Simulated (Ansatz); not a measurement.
# Relaxing a structure of C

The start is a relaxed C cell displaced along its unstable phonon at q = (½, 0, 0) of its primitive reciprocal cell (839i cm⁻¹), largest move 0.15 Å. The structure is fully relaxed (lattice and positions, P = 0) with PBE (plane waves to 420 eV, PAW, scalar-relativistic; Ansatz, a quantum-chemistry and plane-wave program). The first steps use a coarse 15×15×14 k-mesh.

Starting cell:
```
CELL_PARAMETERS angstrom
      4.98958     0.00000     0.00000
     -1.24740     2.16055     0.00000
      0.00000     0.00000     2.24921
ATOMIC_POSITIONS crystal
  C  0.16667 0.66667 0.18331
  C  0.66667 0.66667 0.31669
  C  0.33333 0.33333 0.81669
  C  0.83333 0.33333 0.68331
```

```yaml
energy_released: 2.78 eV/atom
volume_change: -6.0 %, from 6.06 to 5.70 Å³/atom
relative_to_the_parent: "It does not go back: it reaches Fd-3m (No. 227), diamond type, 3.13 eV/atom below the parent"
Shortest distances (start → end): "The closest pairs of elements (up to four, under 3.6 Å), start → end: C–C 1.66 → 1.55 Å"
optimiser_moves: 12
```

Final structure:

```cif
data_C8
_chemical_formula_sum 'C8'
_space_group_name_H-M_alt 'Fd-3m :1'
_space_group_IT_number 227
_space_group_name_Hall 'F 4d 2 3 -1d'
_cell_length_a 3.57163
_cell_length_b 3.57163
_cell_length_c 3.57163
_cell_angle_alpha 90.000
_cell_angle_beta 90.000
_cell_angle_gamma 90.000
loop_
_atom_site_label
_atom_site_type_symbol
_atom_site_symmetry_multiplicity
_atom_site_Wyckoff_symbol
_atom_site_fract_x
_atom_site_fract_y
_atom_site_fract_z
_atom_site_occupancy
C1 C 8 b 0.50000 0.50000 0.50000 1
```
(The calculation used a cell of 2 atoms; values per cell refer to that cell.)

Final values are on a 22×22×22 k-mesh of the relaxed cell. No spin polarisation in the result.

The run could not lose the symmetry of its start.

Of the parent cell (P6₃/mmc (No. 194)): it is a generated cell of C: the first start was made by placing the elements on the sites of a structure type, and the end was not matched to a known phase here, so it may be hypothetical. A known form of C has the same space group but another cell.
